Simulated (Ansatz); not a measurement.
AlPO₄:
```xyz
6
Lattice="-2.5169 2.5169 3.7037 2.5169 -2.5169 3.7037 2.5169 2.5169 -3.7037" Properties=species:S:1:pos:R:3 pbc="T T T"
Al     0.0000     0.0000     0.0000
P      0.0000     2.5169     1.8519
O      1.1612     3.0119     2.7244
O      0.4950     1.3557     0.9793
O     -1.1612     2.0219     2.7244
O     -0.4950     3.6781     0.9793
```

Relaxed with PBEsol.

Q: Give the Bader charges and basin volumes of the independent atoms, the program Ansatz at the PBEsol level (PAW).

A: 

```tsv
atom	Bader charge (e)	Bader volume (Å³)
Al1	+2.56	3.7
P2	+3.82	3.0
O3	-1.59	19.1
```

Space group I-4. The first step of the workflow began from a Materials Project structure, measured or hypothetical; the Crystallography Open Database files this formula in space group No. 82, but the cells were not matched. Its standing as an ambient phase is unchecked. The cell was relaxed with PBEsol under the symmetry of its start; its stability against distortions is not shown here.

Potentials: the later of the program's two PAW sets.
